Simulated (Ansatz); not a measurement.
Level of theory: DFT PBE, scalar-relativistic, plane waves, PAW (Ansatz 0.2.0). Settings: cutoff 420 eV, Γ-centred meshes spaced at most about 0.3 Å⁻¹, and about 0.25 Å⁻¹ or finer for metals (2π included), Gaussian smearing. No spin polarisation in the final relaxations.

These are static total energies at zero pressure. All come from trial cells, and lower structures may exist.

Task: Order these relaxed structures of Si3BTe2 by energy, lowest first, with the energy over the lowest of them.
1.

```
CELL_PARAMETERS angstrom
3.13227 0.00000 0.00000
0.00000 3.13227 0.00000
0.00000 0.00000 12.66833
ATOMIC_POSITIONS crystal
Si 0.00000 0.00000 0.70230
Si 0.00000 0.00000 0.24367
Si 0.50000 0.50000 0.78771
B 0.50000 0.50000 0.27636
Te 0.00000 0.00000 0.03597
Te 0.50000 0.50000 0.45400
```

2.

```
CELL_PARAMETERS angstrom
3.34931 0.00000 0.00000
0.00000 3.34931 0.00000
0.00000 0.00000 10.40455
ATOMIC_POSITIONS crystal
Si 0.00000 0.00000 0.00000
Si 0.50000 0.00000 0.83424
Si 0.00000 0.50000 0.16576
B 0.50000 0.50000 0.00000
Te 0.50000 0.00000 0.32482
Te 0.00000 0.50000 0.67518
```

3.

```
CELL_PARAMETERS angstrom
2.99113 0.00000 0.00000
0.00000 2.99113 0.00000
0.00000 0.00000 13.38422
ATOMIC_POSITIONS crystal
Si 0.50000 0.50000 0.08792
Si 0.50000 0.50000 0.50000
Si 0.50000 0.50000 0.91208
B 0.00000 0.00000 0.00000
Te 0.00000 0.00000 0.32348
Te 0.00000 0.00000 0.67652
```

4.

```
CELL_PARAMETERS angstrom
3.54868 0.00000 0.00000
0.00000 3.71131 0.00000
0.00000 0.00000 11.30460
ATOMIC_POSITIONS crystal
Si 0.50000 0.00000 0.96846
Si 0.00000 0.00000 0.83544
Si 0.00000 0.50000 0.14848
B 0.50000 0.50000 0.05743
Te 0.00000 0.00000 0.30747
Te 0.00000 0.50000 0.68271
```

Result: 4 (0 meV/atom), 2 (450 meV/atom), 1 (488 meV/atom), 3 (767 meV/atom). Forms: 4 Pmm2; 2 P-4m2; 1 P4mm; 3 P4/mmm. Counting all near atoms (for each partner element, those within 1.25 times its shortest distance or 1.15 times the sum of covalent radii, where it is the nearest in units of that sum or under 1.3; a plus sign parts groups by distance over the sum of covalent radii; the shortest distance is added where it exceeds 1.18 times the sum of covalent radii; a slash parts the counts of unlike sites): cell 4 has Si 4, B 4, Te 2+4; cell 2 has Si 8, B 8 from 2.4 Å, Te 8; cell 1 has Si 4/5, B 1+4, Te 5; cell 3 has Si 1+4/8 from 3.2 Å, B 8 from 2.4 Å, Te 4+4+4. Cell 4 holds Si–Si chains (shortest 2.33 Å); cell 2 holds Si–Si nets (shortest 2.40 Å); cell 1 holds Si–Si nets (shortest 2.47 Å); cell 3 holds Si–Si pairs (shortest 2.35 Å) and Te–Te nets (shortest 2.99 Å). Even the lowest lies +0.05 eV/atom against the elements.

No dispersion correction is applied, so the spacing and binding between layers, chains or molecules are poorly described (Pmm2, P-4m2, P4mm, P4/mmm), and this can change margins and order among such cells. Spin–orbit coupling, which can matter for Te, is left out. In Pmm2, P-4m2, P4mm, P4/mmm an odd number of electrons in the primitive cell allows no gap without spin; a larger cell or a magnetic state could open one. A magnetic state wasn't ruled out in cells without spin, among them Pmm2, P-4m2, P4mm, P4/mmm. Cells relaxed within their symmetry can be saddle points. The Pmm2 cell of Si3BTe2 came from shaking the P-4m2 one. Some candidate types were left out of the draw beforehand, so a known form may be missing.
